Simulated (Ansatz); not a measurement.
**Computed properties of GaAs**

GaAs:
```
CELL_PARAMETERS angstrom
      3.94799     0.00000     0.00000
     -1.97399     3.41906     0.00000
      0.00000     0.00000     6.51033
ATOMIC_POSITIONS crystal
  Ga 0.33333 0.66667 0.00006
  Ga 0.66667 0.33333 0.50006
  As 0.33333 0.66667 0.37394
  As 0.66667 0.33333 0.87394
```

Space group P6_3mc (No. 186), wurtzite; conventional cell a = b = 3.948 Å, c = 6.510 Å, α = β = 90.00°, γ = 120.00°.

Method: LDA in the plane-wave PAW code Ansatz. Structure relaxed to zero pressure with the same functional. Other levels are named where they apply.

Cell and energy:

```yaml
volume_per_atom: 21.97 Å³
density: 5.47 g/cm³
Formation energy from the elements (no fitted shifts): -0.31 eV/atom
```

Electronic structure:

```yaml
band_gap: 0.50 eV (direct)
valence_band_maximum: at Γ
conduction_band_minimum: at Γ
electron_effective_mass: 0.033 mₑ (isotropic)
Hole effective mass, band 1 of 2 at the edge: 0.84 along x, 0.79 along z (mₑ)
Hole effective mass, band 2 of 2 at the edge: 0.031 along x, 0.79 along z (mₑ)
```

Mechanics:

```yaml
Bulk modulus (Birch–Murnaghan fit): 738 kbar
Pressure derivative B′: 4.8
Elastic constants (relaxed ions, GPa): C11 = 141, C12 = 48.2, C13 = 31.2, C33 = 165, C44 = 36.6
mechanical_stability: stable (all eigenvalues of C positive)
hill_bulk_and_shear_moduli: 74.3 and 45.3 GPa
Young's modulus: 113 GPa
Poisson's ratio: 0.25
debye_temperature_from_the_elastic_constants: 340 K
Piezoelectric stress constants (proper, relaxed ions, C/m²): e15 = e24 = 0.07, e31 = e32 = 0.06, e33 = -0.29
```

Phonons:

```yaml
Highest zone-centre frequency (without LO–TO term): 270 cm^-1
zone_centre_stability: no imaginary mode at Γ
dynamical_stability_on_the_path: stable (no imaginary branch)
zero_point_energy: 33.6 meV/atom
Vibrational entropy at 300 K: 32.8 J/(K·mol of atoms)
```

The first step of the workflow began from a Materials Project structure, measured or hypothetical; the Crystallography Open Database copy checked does not list it. It is not the phase usual at ambient conditions (space group No. 216). The LDA relaxation kept the symmetry of its start. Signs of piezoelectric constants follow the polarity of the cell as given. The references are the lowest solids computed at this level, not always the standard phases. Scalar-relativistic: spin–orbit coupling is off unless named, which matters more the heavier the elements.

Potentials: the earlier of the program's two PAW sets. The files were generated under PBE; for other functionals the program regenerates the frozen cores, and for LDA and PBEsol the local potential too.
